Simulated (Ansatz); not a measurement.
## Notes on Ba₃LaCo

```xyz
10
Lattice="7.1486 0.0000 0.0000 3.4668 6.2517 0.0000 3.4668 2.0417 5.9089" Properties=species:S:1:pos:R:3 pbc="T T T"
La    3.5206    2.0734    1.4772
La   10.5617    6.2201    4.4317
Ba    5.0614    3.4199    4.4317
Ba    7.0945    1.8534    1.7851
Ba    5.4454    5.0926    1.1688
Ba    9.0208    4.8735    1.4772
Ba    6.9877    6.4400    4.1238
Ba    8.6368    3.2008    4.7401
Co    0.0000    0.0000    0.0000
Co    7.0411    4.1467    2.9545
```

Level: r2SCAN, no spin polarisation; 500 eV; 6×6×6 Γ-centred mesh; fermi-dirac occupations (width 0.0195 eV); Ansatz 0.2.0, fixed geometry.

Task: What does the stress say?

Result: The pressure is 15.0 GPa (compression positive), so with the atoms held at these fractions the cell would first expand. The principal stresses 14.2, 15.4, 15.4 GPa differ, so its shape would change too.

Task: How is the charge shared?

Result: Bader charges in e: Ba +0.26, La -0.07, Co -0.72. In the mean Ba gives up most and Co takes most.

Task: Metal or insulator?

Result: It is a metal, with about 11 states/eV a cell as the mean within 0.25 eV of the Fermi level.

Task: What do density and ELF say about some of the short contacts?

Result: Ba–Co at 2.57 Å: least valence density 0.43 e/Å³ and ELF 0.24 there. La–Ba at 3.25 Å: least valence density 0.16 e/Å³ and ELF 0.08 there. Both are smooth PAW fields, read partly inside the augmentation spheres.

Origin: a known structure type with other elements, at an estimated volume, so it need not be a known compound. Caveats: no spin polarisation, so a magnetic state may lie lower; atoms or cell far from equilibrium; f levels without a U or exact exchange are poorly placed.
